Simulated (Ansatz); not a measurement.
MoSi2 (MoSi2 type, space group I4/mmm)

```
CELL_PARAMETERS angstrom
     -1.60108     1.60108     3.90975
      1.60108    -1.60108     3.90975
      1.60108     1.60108    -3.90975
ATOMIC_POSITIONS crystal
  Mo 0.00000 0.00000 0.00000
  Si 0.33530 0.33530 0.00000
  Si 0.66470 0.66470 0.00000
```

E(V) scan at fixed shape, V₀ the volume above. The atoms relax within the cell's symmetry.

Calculation: r2SCAN (plane waves to 500 eV, PAW, scalar-relativistic; Ansatz, a quantum-chemistry and plane-wave program). k mesh 14×14×14 (Γ-centred), Fermi-Dirac smearing 0.05 eV. The energy includes the smearing's −TS. Stress and pressure are positive under compression. MoSi2 is run without spin polarisation. MoSi2 was relaxed with its symmetry unable to fall. The PAW data are Ansatz's earlier set. The zero of ΔE is the relaxed starting cell.

What ΔE (eV/atom) and P (GPa) does the calculation give at V/V₀ = 0.940, 0.955, 0.970, 0.985, 1.015, 1.030, 1.045, 1.060?


```
V/V₀   ΔE (eV/atom)  P (GPa)
-----  ------------  -------
0.940         0.037     15.6
0.955         0.020     11.2
0.970         0.009      7.2
0.985         0.002      3.4
1.015         0.002     -3.2
1.030         0.008     -6.1
1.045         0.017     -8.7
1.060         0.030    -11.2
```

(Under strain, the slope of the energy per volume gives the stress and its curvature an elastic modulus.)
